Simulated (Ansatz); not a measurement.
# Two-dimensional strain map in AgO

The calculation used DFT PBEsol, scalar-relativistic, plane waves, PAW (Ansatz 0.2.0). Settings: plane waves to 420 eV, k-mesh 18×18×18 (Γ-centred), Gaussian smearing 0.15 eV. No spin polarisation. Energies are free energies at this smearing, counted from the undisturbed cell; pressure is positive in compression.

Zero of the scan (as given, not relaxed at this level; it stands at 11.0 GPa, and it needn't be the usual structure):

```
Ag O
1.0
     0.00000    2.40800    2.40800
     2.40800    0.00000    2.40800
     2.40800    2.40800    0.00000
Ag O
1 1
Direct
  0.00000 0.00000 0.00000
  0.75000 0.75000 0.75000
```

The cell is strained by p along both x and y and by q along z, fractional coordinates fixed. Points are written (p, q). At 11 GPa the given cell is far from its own equilibrium, so these figures belong to a strongly strained crystal.

Energy above the undisturbed cell in meV/atom (a dash: not computed):

```csv
p \ q,-0.050,-0.025,0.000,0.025,0.050
-0.050,326.2,241.7,169.3,108.4,58.5
-0.025,171.2,113.3,65.3,26.7,-2.9
0.000,63.8,27.9,0.0,-20.2,?
0.025,-3.2,?,-32.5,-37.6,?
0.050,-36.1,-39.3,-37.3,?,-18.5
```

Q: Fill in the withheld energies.

A: (0.000, 0.050): -33.1; (0.025, -0.025): -21.1; (0.025, 0.050): -36.9; (0.050, 0.025): -30.3.